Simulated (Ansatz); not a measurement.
SnSe in space group Pnma (No. 62; Sn on 4c, Se on 4c), r²SCAN+D4 in the plane-wave PAW code Ansatz. The conduction-band minimum lies on the Y–Γ line, 32 % of the way from Y, with 2 equivalent valleys. Second derivatives d²E/dk² of the lowest band at one valley (eV·Å²), along Cartesian directions:

```tsv
direction	d²E/dk²
[100]	10.49
[010]	40.41
[001]	39.87
[110]	25.41
[101]	25.13
[011]	40.01
```

**Question.** Find the principal effective masses, the density-of-states mass and the conductivity mass.

**Answer.** Off-diagonal terms follow from H_xy = H[110] − (H_xx + H_yy)/2, and m*/mₑ = 7.620 eV·Å² over each eigenvalue: 0.19, 0.19, 0.73. One valley's DOS mass (m₁m₂m₃)^(1/3) = 0.30, conductivity mass 3/(Σ 1/mᵢ) = 0.25 mₑ.

**Question.** What effective density of states Nc follows at 300 K for parabolic valleys?

**Answer.** Nc = 2.509e19 × 2 × (0.30)^(3/2) ≈ 8.2e18 cm⁻³.

The cell was relaxed with r²SCAN+D4 under the symmetry of its start. Scalar-relativistic: spin–orbit coupling is off unless named, which matters more the heavier the elements.

Potentials: the later of the program's two PAW sets.

Edges and masses are those of Kohn–Sham bands, whose gap is no quasiparticle gap.
